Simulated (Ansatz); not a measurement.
MnCd4Te5 in space group I-4 (No. 82; Mn on 2c, Cd on 8g, Te on 8g, Te on 2b), r²SCAN (plane waves, PAW; program Ansatz). The conduction-band minimum lies at Γ, with 1 equivalent valley. Second derivatives d²E/dk² of the lowest band at one valley (eV·Å²), along Cartesian directions:

| direction | d²E/dk² |
|---|---|
| [100] | 82.27 |
| [010] | 82.27 |
| [001] | 82.72 |
| [110] | 82.23 |
| [101] | 82.39 |
| [011] | 82.39 |

Find the principal effective masses, the density-of-states mass and the conductivity mass.

Off-diagonal terms follow from H_xy = H[110] − (H_xx + H_yy)/2, and m*/mₑ = 7.620 eV·Å² over each eigenvalue: 0.092, 0.093, 0.093. One valley's DOS mass (m₁m₂m₃)^(1/3) = 0.092, conductivity mass 3/(Σ 1/mᵢ) = 0.092 mₑ.

What effective density of states Nc follows at 300 K for parabolic valleys?

Nc = 2.509e19 × 1 × (0.092)^(3/2) / 2 (one spin channel) ≈ 3.5e17 cm⁻³.

The first step of the workflow began from a Materials Project structure, measured or hypothetical; the Crystallography Open Database copy checked does not list it. Whether it is the stable phase at ambient conditions was not checked. Symmetry was held in the r²SCAN relaxation; whether a distortion lowers the energy is not shown. Magnetic state: ferromagnetic, the only order run, not a proven ground state. The cell computed holds one magnetic atom, so no antiferromagnetic order was within reach. Other orbital occupations within this spin state were not tried. No Hubbard U is applied. Spin–orbit coupling is left out wherever it is not named.

Potentials: the later of the program's two PAW sets.

Edges and masses are those of Kohn–Sham bands, whose gap is no quasiparticle gap.
